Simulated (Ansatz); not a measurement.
Input, command and steps of an Ansatz relaxation.

```yaml
crystal:
  lattice:
    - [4.6901591608, 0.0, 0.0]
    - [0.0, 4.6901591608, 0.0]
    - [0.0, 0.0, 4.6419508708]
  atoms:
    - { symbol: Sn, position: [0.0, 0.5, 0.5] }
    - { symbol: Sn, position: [0.5, 0.0, 0.5] }
    - { symbol: Sn, position: [0.5, 0.5, 0.0] }
    - { symbol: Br, position: [0.0, 0.0, 0.0] }
basis:
  ecutwfc: 420
kpoints:
  mp_grid: { grid: [4, 4, 4] }
hamiltonian:
  xc: pbe
scf:
  occupations: { method: gaussian, width: 0.1 }
  lower_state_search: "off"
output:
  forces: true
  stress: true
  eigenvalues: true
relax:
  adjacent_minimum: "off"
  f_tol: 0.04
  max_steps: 70
  cell: { stress_tol: 0.4 }
```

```bash
ansatz run input.yaml --threads 1 --pin off --max-ram 2560MiB --backend cpu --events-out ev --progress --plain --runs-dir out
```

The calculation used Ansatz, DFT PBE, scalar-relativistic, plane waves, PAW.

Of 16 frames 10 are shown, positions in Å and forces in eV/Å; the SCF threshold varies from step to step. Steps run on the plane waves of an earlier cell, with a Pulay correction in the pressure. The basis is chosen afresh for the last frame, the zero of the energies, and at times for earlier ones too; energy and pressure step there, also at an unchanged geometry. Here that happened at step 14 (-11 meV/atom, 0.7 GPa); the frames before carry an error of that size.

```xyz
4
Lattice="4.6902 0.0000 0.0000 0.0000 4.6902 0.0000 0.0000 0.0000 4.6420" Properties=species:S:1:pos:R:3:forces:R:3 pbc="T T T" step=1 free_energy_over_end_meV_per_atom=184.09 pressure_GPa=5.35
Sn    0.0000    2.3451    2.3210    0.0000    0.0000    0.0000
Sn    2.3451    0.0000    2.3210    0.0000    0.0000    0.0000
Sn    2.3451    2.3451    0.0000    0.0000    0.0000    0.0000
Br    0.0000    0.0000    0.0000    0.0000    0.0000    0.0000
4
Lattice="4.8717 0.0000 0.0000 0.0000 4.8717 0.0000 0.0000 0.0000 4.8041" Properties=species:S:1:pos:R:3:forces:R:3 pbc="T T T" step=3 free_energy_over_end_meV_per_atom=142.06 pressure_GPa=-0.20
Sn    0.0000    2.4359    2.4021    0.0000    0.0000    0.0000
Sn    2.4359    0.0000    2.4021    0.0000    0.0000    0.0000
Sn    2.4359    2.4359    0.0000    0.0000    0.0000    0.0000
Br    0.0000    0.0000    0.0000    0.0000    0.0000    0.0000
4
Lattice="4.8716 0.0000 0.0000 0.0000 4.8716 0.0000 0.0000 0.0000 4.7726" Properties=species:S:1:pos:R:3:forces:R:3 pbc="T T T" step=4 free_energy_over_end_meV_per_atom=141.66 pressure_GPa=0.06
Sn    0.0000    2.4358    2.3863    0.0000    0.0000    0.0000
Sn    2.4358    0.0000    2.3863    0.0000    0.0000    0.0000
Sn    2.4358    2.4358    0.0000    0.0000    0.0000    0.0000
Br    0.0000    0.0000    0.0000    0.0000    0.0000    0.0000
4
Lattice="4.9085 0.0000 0.0000 0.0000 4.9085 0.0000 0.0000 0.0000 4.6648" Properties=species:S:1:pos:R:3:forces:R:3 pbc="T T T" step=6 free_energy_over_end_meV_per_atom=140.57 pressure_GPa=0.45
Sn    0.0000    2.4542    2.3324    0.0000    0.0000    0.0000
Sn    2.4542    0.0000    2.3324    0.0000    0.0000    0.0000
Sn    2.4542    2.4542    0.0000    0.0000    0.0000    0.0000
Br    0.0000    0.0000    0.0000    0.0000    0.0000    0.0000
4
Lattice="5.1961 0.0000 0.0000 0.0000 5.1961 0.0000 0.0000 0.0000 4.2172" Properties=species:S:1:pos:R:3:forces:R:3 pbc="T T T" step=8 free_energy_over_end_meV_per_atom=130.02 pressure_GPa=0.12
Sn    0.0000    2.5980    2.1086    0.0000    0.0000    0.0000
Sn    2.5980    0.0000    2.1086    0.0000    0.0000    0.0000
Sn    2.5980    2.5980    0.0000    0.0000    0.0000    0.0000
Br    0.0000    0.0000    0.0000    0.0000    0.0000    0.0000
4
Lattice="5.3173 0.0000 0.0000 0.0000 5.3173 0.0000 0.0000 0.0000 3.9909" Properties=species:S:1:pos:R:3:forces:R:3 pbc="T T T" step=9 free_energy_over_end_meV_per_atom=78.16 pressure_GPa=0.22
Sn    0.0000    2.6586    1.9955    0.0000    0.0000    0.0000
Sn    2.6586    0.0000    1.9955    0.0000    0.0000    0.0000
Sn    2.6586    2.6586    0.0000    0.0000    0.0000    0.0000
Br    0.0000    0.0000    0.0000    0.0000    0.0000    0.0000
4
Lattice="5.5768 0.0000 0.0000 0.0000 5.5768 0.0000 0.0000 0.0000 3.5362" Properties=species:S:1:pos:R:3:forces:R:3 pbc="T T T" step=11 free_energy_over_end_meV_per_atom=14.85 pressure_GPa=0.85
Sn    0.0000    2.7884    1.7681    0.0000    0.0000    0.0000
Sn    2.7884    0.0000    1.7681    0.0000    0.0000    0.0000
Sn    2.7884    2.7884    0.0000    0.0000    0.0000    0.0000
Br    0.0000    0.0000    0.0000    0.0000    0.0000    0.0000
4
Lattice="5.5911 0.0000 0.0000 0.0000 5.5911 0.0000 0.0000 0.0000 3.5805" Properties=species:S:1:pos:R:3:forces:R:3 pbc="T T T" step=13 free_energy_over_end_meV_per_atom=13.44 pressure_GPa=-0.02
Sn    0.0000    2.7955    1.7903    0.0000    0.0000    0.0000
Sn    2.7955    0.0000    1.7903    0.0000    0.0000    0.0000
Sn    2.7955    2.7955    0.0000    0.0000    0.0000    0.0000
Br    0.0000    0.0000    0.0000    0.0000    0.0000    0.0000
4
Lattice="5.5911 0.0000 0.0000 0.0000 5.5911 0.0000 0.0000 0.0000 3.5805" Properties=species:S:1:pos:R:3:forces:R:3 pbc="T T T" step=14 free_energy_over_end_meV_per_atom=2.57 pressure_GPa=0.65
Sn    0.0000    2.7955    1.7903    0.0000    0.0000    0.0000
Sn    2.7955    0.0000    1.7903    0.0000    0.0000    0.0000
Sn    2.7955    2.7955    0.0000    0.0000    0.0000    0.0000
Br    0.0000    0.0000    0.0000    0.0000    0.0000    0.0000
4
Lattice="5.6670 0.0000 0.0000 0.0000 5.6670 0.0000 0.0000 0.0000 3.5385" Properties=species:S:1:pos:R:3:forces:R:3 pbc="T T T" step=16 free_energy_over_end_meV_per_atom=0.00 pressure_GPa=0.16
Sn    0.0000    2.8335    1.7693    0.0000    0.0000    0.0000
Sn    2.8335    0.0000    1.7693    0.0000    0.0000    0.0000
Sn    2.8335    2.8335    0.0000    0.0000    0.0000    0.0000
Br    0.0000    0.0000    0.0000    0.0000    0.0000    0.0000
```

The start puts this composition into another compound's structure type, which needn't suit it. At the end the space group is P4/mmm (tolerance 0.05 Å).

Time: 45 s on 1 thread of Arm Neoverse V2 (shared host), peak memory 0.37 GiB.

The k mesh is coarse. Spin polarisation was left out, and a magnetic state may lie lower.